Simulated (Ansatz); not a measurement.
Structure relaxation, TePb

The start is a randomly generated symmetric cell of TePb (space group No. 69). The structure is fully relaxed (lattice and positions, P = 0) with r2SCAN (plane waves to 500 eV, PAW, scalar-relativistic; Ansatz, a first-principles code). The first steps use a coarse 6×6×6 k-mesh.

Starting cell:
```
CELL_PARAMETERS angstrom
      0.00000     3.90436     4.47786
      2.88238     0.00000     4.47786
      2.88238     3.90436     0.00000
ATOMIC_POSITIONS crystal
  Pb 0.00000 0.00000 0.00000
  Te 0.50000 0.50000 0.50000
```

```json
{
 "Shortest distances (start → end)": "The closest pairs of elements (up to four, under 3.6 Å), start → end: Pb–Te 2.88 → 3.27 Å",
 "optimiser_moves": "9"
}
```

Final structure:

Space group Fm-3m (No. 225); a = b = c = 6.5365 Å, α = β = γ = 90.00°

```csv
atom,site,symmetry,x,y,z
Pb,4a,m-3m,0.0000,0.0000,0.0000
Te,4b,m-3m,0.5000,0.5000,0.5000
```
(The calculation used a cell of 2 atoms; values per cell refer to that cell.)

Final values are on a 9×9×9 k-mesh of the relaxed cell. No spin polarisation in the result.

The run could not lose the symmetry of its start.

All atoms sit on sites fixed by symmetry, so only the cell could relax.
